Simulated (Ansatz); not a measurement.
Tc:
```cif
data_Tc2
_chemical_formula_sum 'Tc2'
_space_group_name_H-M_alt 'P63/mmc'
_space_group_IT_number 194
_space_group_name_Hall '-P 6c 2c'
_cell_length_a 2.70966
_cell_length_b 2.70966
_cell_length_c 4.33180
_cell_angle_alpha 90.000
_cell_angle_beta 90.000
_cell_angle_gamma 120.000
loop_
_atom_site_label
_atom_site_type_symbol
_atom_site_symmetry_multiplicity
_atom_site_Wyckoff_symbol
_atom_site_fract_x
_atom_site_fract_y
_atom_site_fract_z
_atom_site_occupancy
Tc1 Tc 2 d 0.66667 0.33333 0.25000 1
```

Relaxed at zero pressure with LDA in the plane-wave PAW code Ansatz.

The volume is lowered by 6 % and shape and atoms relax at that volume. What pressure results, and how do the axes share the change?

24.3 GPa; a -2.1 %, b -2.1 %, c -2.0 %; the energy rises by 59 meV/atom.

Give the new structure.


Space group P6₃/mmc (No. 194); a = b = 2.653 Å, c = 4.247 Å, α = β = 90.00°, γ = 120.00°

```csv
atom,site,symmetry,x,y,z
Tc,2d,-6m2,0.6667,0.3333,0.2500
```

The phase is kept; no other phase was compared at this pressure.

Space group P6_3/mmc (hcp (Mg type)). The cell was relaxed with LDA under the symmetry of its start. No spin polarisation was allowed. Axis ratios of metals converge slowly with the k-mesh, so a and c are less sure than the volume.

Potentials: the later of the program's two PAW sets.
